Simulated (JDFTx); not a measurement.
System: iodobenzene, C6H5I (SMILES Ic1ccccc1), charge 0, multiplicity 1; geometry: optimised with GFN2-xTB in vacuum (no frequencies checked; largest PBE force component 0.7 eV/Å). Bonds (Å): I1–C2 2.120, C2–C3 1.383, C2–C7 1.383, C3–C4 1.385, C3–H8 1.079, C4–C5 1.385, C4–H9 1.080, C5–C6 1.385, C5–H10 1.079, C6–C7 1.385, C6–H11 1.080, C7–H12 1.079. Bond angles (°): I1–C2–C3 119.4, I1–C2–C7 119.4, C3–C2–C7 121.3, C2–C3–C4 119.1, C2–C3–H8 120.6, C4–C3–H8 120.3, C3–C4–C5 120.3, C3–C4–H9 119.4, C5–C4–H9 120.3, C4–C5–C6 119.9, C4–C5–H10 120.1, C6–C5–H10 120.1, C5–C6–C7 120.3, C5–C6–H11 120.3 (the first ones only).

All numbers are PBE, GBRV ultrasoft potentials, plane waves to 20/100 Ha results from a modified build of JDFTx, not measurements. Liquid: CANDLE, water, 1 M KF. The liquid run sits in a periodic box with 3.75 Å from the outermost atoms to the faces; the vacuum run is isolated. The box matters at about 0.01 eV. Solvation energy here means the total energy in the continuum liquid minus that in vacuum, same nuclei, nothing added for thermal motion or standard states.

Question: Estimate the solvation energy and its parts.

Answer: 
* **solvation energy**: 0.00 eV
* **part: cavitation term of the fluid**: 0.73 eV
* **part: dispersion term of the fluid**: -0.57 eV
* **part: electrostatic term of the fluid**: -0.20 eV
* **part: distortion of the solute's electrons**: 0.04 eV
* **dipole moment in vacuum**: 1.64 D
* **dipole moment in the liquid**: 2.16 D
* **highest occupied level in vacuum (zero: vacuum level)**: -5.90 eV
* **highest occupied level in the liquid (zero: bulk electrolyte)**: -5.82 eV
